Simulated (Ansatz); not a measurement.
Here is the system:

In2TeO2:
```cif
data_In2O2Te
_chemical_formula_sum 'In2 Te1 O2'
_space_group_name_H-M_alt 'P-3m1'
_space_group_IT_number 164
_space_group_name_Hall '-P 3 2"'
_cell_length_a 3.74249
_cell_length_b 3.74249
_cell_length_c 7.18707
_cell_angle_alpha 90.000
_cell_angle_beta 90.000
_cell_angle_gamma 120.000
loop_
_atom_site_label
_atom_site_type_symbol
_atom_site_symmetry_multiplicity
_atom_site_Wyckoff_symbol
_atom_site_fract_x
_atom_site_fract_y
_atom_site_fract_z
_atom_site_occupancy
In1 In 2 d 0.33333 0.66667 0.19182 1
Te1 Te 1 b 0.00000 0.00000 0.50000 1
O1 O 2 d 0.66667 0.33333 0.11919 1
```

This is the PBEsol-relaxed structure.

Problem. All from DFT-PBEsol in the program Ansatz with PAW potentials, unless another level is named. Give the highest zone-centre frequency.

Solution. 437 cm^-1.

Problem. Predict the bulk modulus (Birch–Murnaghan fit).

Solution. 96.1 GPa.

The start of the workflow was typed in or built on a structure type; neither database checked (COD, Materials Project) lists it. Its standing as an ambient phase is unchecked. Symmetry was held in the PBEsol relaxation; whether a distortion lowers the energy is not shown. As this level gives no gap, phonon frequencies hold no LO–TO term and depend on the k-mesh and smearing (Fermi–Dirac, 0.1 eV here). Scalar-relativistic: spin–orbit coupling is off unless named, which matters more the heavier the elements.

Potentials: the later of the program's two PAW sets.
